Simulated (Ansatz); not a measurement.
Relaxed-ion elastic tensor of NbRh$_{3}$ (Cu3Au type, Pm-3m) in GPa (Voigt order), DFT-PBEsol in the program Ansatz with PAW potentials; density 11.73 g/cm³, 14.21 Å³ per atom.

```
446  200  200  0.0  0.0  0.0
200  446  200  0.0  0.0  0.0
200  200  446  0.0  0.0  0.0
0.0  0.0  0.0  202  0.0  0.0
0.0  0.0  0.0  0.0  202  0.0
0.0  0.0  0.0  0.0  0.0  202
```

Question: Is the crystal mechanically stable?

Answer: Yes: the smallest eigenvalue of C is 202 GPa.

Question: Work out the Voigt, Reuss and Hill averages.

Answer: K_V = 282, K_R = 282, K_H = 282; G_V = 170, G_R = 161, G_H = 165 GPa.

Question: Give Young's modulus, Poisson's ratio, Pugh's ratio and the universal anisotropy index.

Answer: E = 9KG/(3K + G) = 415 GPa; ν = 0.25; K/G = 1.70 (near the Pugh limit of 1.75, no verdict); A_U = 5G_V/G_R + K_V/K_R − 6 = 0.30.

Question: Estimate the sound speeds and the Debye temperature.

Answer: v_l = √((K + 4G/3)/ρ) = 6540 m/s, v_t = √(G/ρ) = 3760 m/s, mean 4170 m/s; Θ = (h/k)(3n/4πV)^(1/3) v_m = 513 K.

Question: Give the Zener ratio and Young's modulus along [100], [110] and [111].

Answer: A = 2C44/(C11 − C12) = 1.64; 1/E = S11 − 2(S11 − S12 − S44/2)Γ with Γ = 0, 1/4, 1/3 gives 322, 433, 489 GPa.

Question: Solve the Christoffel equation for the three sound speeds along [100], [110], [111].

Answer: Eigenvalues of C_ijkl n_j n_l equal ρv². In km/s, slowest first: [100] 4.15, 4.15, 6.17; [110] 3.24, 4.15, 6.69; [111] 3.57, 3.57, 6.85.

The workflow started from an entry of the Crystallography Open Database (COD). Its standing as an ambient phase is unchecked. The PBEsol relaxation kept the symmetry of its start; its stability against distortions is not shown here. The run is not spin-polarised. As this level gives no gap, shear constants depend on the k-mesh and smearing (Fermi–Dirac, 0.1 eV here).

Potentials: the later of the program's two PAW sets.
